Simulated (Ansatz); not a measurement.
A trial cell of Sc₂Si₂Se, before relaxation:

Space group P-6m2 (No. 187). a = 4.205 Å, b = 4.205 Å, c = 6.438 Å, α = 90.00°, β = 90.00°, γ = 120.00°
```
atom  site  symmetry       x       y       z
  Sc    2h       3m. 0.3333  0.6667  0.6813
  Si    2g       3m. 0.0000  0.0000  0.1476
  Se    1e      -6m2  0.6667  0.3333  0.0000
```

These are results of DFT PBE, scalar-relativistic, plane waves, PAW (Ansatz 0.2.0), not measurements. Cutoff 420 eV, Gaussian smearing, Γ-centred meshes. Cell and atoms relax first on a coarse mesh and then on a finer one. In between, the cell is made exact in the group found at 0.06 Å. In metals the finer mesh still leaves noise of several meV/atom or more. The steps can't lower the symmetry of their start. No spin polarisation in the relaxation; trial moments died out in a coarse test.

A guess keeps its type if space group and coordination stay and the shape of the cell changes little (axis ratios within about 15 %, angles within 6°); the volume may change.

**Question.** Does it keep its structure type, or change into something else?

**Answer.** It doesn't keep its type. The symmetry stays P-6m2 (No. 187). The volume per atom grows by 2.8 %, from 19.7 to 20.3 Å³. The shortest distance goes from 1.90 Å (Si–Si) to 2.34 Å (Si–Si). The ratio c/a of the conventional cell changes by a factor of 1.85. Counting neighbours within 15 % of an atom's shortest distance, the start has Sc 4, Se 6, Si 1 and the end Sc 6, Se 6, Si 1. In detail, at the end Sc has 3 Se at 2.68 Å and 3 Si at 2.78 Å; Si has 1 Si at 2.34 Å and 3 Sc at 2.78 Å; around Se lie 6 Sc at 2.68 Å.

```
Sc Si Se
1.0
     3.45892    0.00000    0.00000
    -1.72946    2.99551    0.00000
     0.00000    0.00000    9.78091
Sc Si Se
2 2 1
Direct
  0.33333 0.66667 0.81658
  0.33333 0.66667 0.18342
  0.00000 0.00000 0.38061
  0.00000 0.00000 0.61939
  0.66667 0.33333 0.00000
```

The zero of energy is the elements' standard structures at the same level; no fitted shifts are applied.

**Question.** At what energy does it end?

**Answer.** −0.58 eV/atom.

The last run used a 12×12×4 mesh (in the run's order of axes) for its 5-atom cell and Gaussian smearing of 0.10 eV. The reference form of Se is held partly by dispersion forces, which this level lacks. A structure relaxed within its symmetry needn't be a true minimum. Another cell of Sc2Si2Se relaxed alike, in P-3m1, lies 0.41 eV/atom lower, so this cell isn't the stable form at this level.
